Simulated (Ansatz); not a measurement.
HfO₂:
Space group P4₂/nmc, origin choice 1 (No. 137); a = b = 3.537 Å, c = 5.102 Å, α = β = γ = 90.00°

```tsv
atom	site	symmetry	x	y	z
Hf	2a	-4m2	0.0000	0.0000	0.0000
O	4d	2mm.	0.0000	0.5000	0.2037
```

Relaxed with LDA.

Decompose the optical modes at the zone centre into irreducible representations, and say which are infrared and Raman allowed.

Point group 4/mmm: Γ_opt = A1g + A2u + 2B1g + B2u + 3Eg + 2Eu. Infrared: A2u, Eu. Raman: A1g, B1g, Eg.

Assign frequencies (DFPT, DFT-LDA in the program Ansatz with PAW potentials; without the LO–TO term).

Eu 103, Eg 105, B1g 233, A1g 293, A2u 323, Eg 460, Eu 466, B1g 606, B2u 670, Eg 677 cm⁻¹.

Subscripts of B labels follow the axes of the standard setting.

Space group P4_2/nmc. This is a known high-temperature phase of the composition, computed here at zero pressure and temperature. The LDA relaxation kept the symmetry of its start; phonons on a q-mesh show no instability. No spin polarisation was allowed. Scalar-relativistic: spin–orbit coupling is off unless named, which matters more the heavier the elements.

Potentials: the later of the program's two PAW sets.
